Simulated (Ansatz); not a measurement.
According to PBE in the plane-wave PAW code Ansatz, Al₃GaAs₄ in the tetragonal phase (P-4m2; Pearson symbol tP8) relaxes to a = 4.056 Å, c = 11.452 Å. Ga has 4 nearest neighbours from 2.49 Å (tetrahedral); As on 2g has 4 nearest neighbours from 2.48 Å (tetrahedral); Al on 2f has 4 nearest neighbours from 2.48 Å (tetrahedral); As on 2g has 4 nearest neighbours from 2.48 Å (tetrahedral). Against the elements it lies at -0.45 eV/atom, with no fitted shifts.

The Kohn–Sham gap is 1.27 eV (direct). The valence maximum lies at Γ and the conduction minimum at Γ. Gap from PBE with spin–orbit coupling: 1.17 eV. Electrons at the band edge weigh 0.084, 0.084, 0.10 mₑ (principal values).

An equation-of-state fit gives a bulk modulus of 65.5 GPa.

The start of the workflow was typed in or built on a structure type; neither database checked (COD, Materials Project) lists it. Its standing as an ambient phase is unchecked. Symmetry was held in the PBE relaxation; its stability against distortions is not shown here. The references are the lowest solids computed at this level, not always the standard phases. Scalar-relativistic: spin–orbit coupling is off unless named, which matters more the heavier the elements.

Potentials: the earlier of the program's two PAW sets.
